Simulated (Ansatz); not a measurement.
Relaxed-ion elastic tensor of CsCl (CsCl type, Pm-3m) in GPa (Voigt order), plane-wave PAW LDA (Ansatz code); density 4.47 g/cm³, 31.27 Å³ per atom.

```
44.4  15.1  15.1   0.0   0.0   0.0
15.1  44.4  15.1   0.0   0.0   0.0
15.1  15.1  44.4   0.0   0.0   0.0
 0.0   0.0   0.0  13.8   0.0   0.0
 0.0   0.0   0.0   0.0  13.8   0.0
 0.0   0.0   0.0   0.0   0.0  13.8
```

Is the crystal mechanically stable?

Yes: the smallest eigenvalue of C is 13.8 GPa.

Work out the Voigt, Reuss and Hill averages.

K_V = 24.8, K_R = 24.8, K_H = 24.8; G_V = 14.2, G_R = 14.2, G_H = 14.2 GPa.

Give Young's modulus, Poisson's ratio, Pugh's ratio and the universal anisotropy index.

E = 9KG/(3K + G) = 35.7 GPa; ν = 0.26; K/G = 1.76 (near the Pugh limit of 1.75, no verdict); A_U = 5G_V/G_R + K_V/K_R − 6 = 0.00.

Estimate the sound speeds and the Debye temperature.

v_l = √((K + 4G/3)/ρ) = 3130 m/s, v_t = √(G/ρ) = 1780 m/s, mean 1980 m/s; Θ = (h/k)(3n/4πV)^(1/3) v_m = 187 K.

Give the Zener ratio and Young's modulus along [100], [110] and [111].

A = 2C44/(C11 − C12) = 0.94; 1/E = S11 − 2(S11 − S12 − S44/2)Γ with Γ = 0, 1/4, 1/3 gives 36.8, 35.4, 35.0 GPa.

Solve the Christoffel equation for the three sound speeds along [100], [110], [111].

Eigenvalues of C_ijkl n_j n_l equal ρv². In km/s, slowest first: [100] 1.76, 1.76, 3.15; [110] 1.76, 1.81, 3.12; [111] 1.79, 1.79, 3.11.

The cell was relaxed with LDA under the symmetry of its start. Scalar-relativistic: spin–orbit coupling is off unless named, which matters more the heavier the elements.

Potentials: the earlier of the program's two PAW sets. The files were generated under PBE; for other functionals the program regenerates the frozen cores, and for LDA and PBEsol the local potential too.
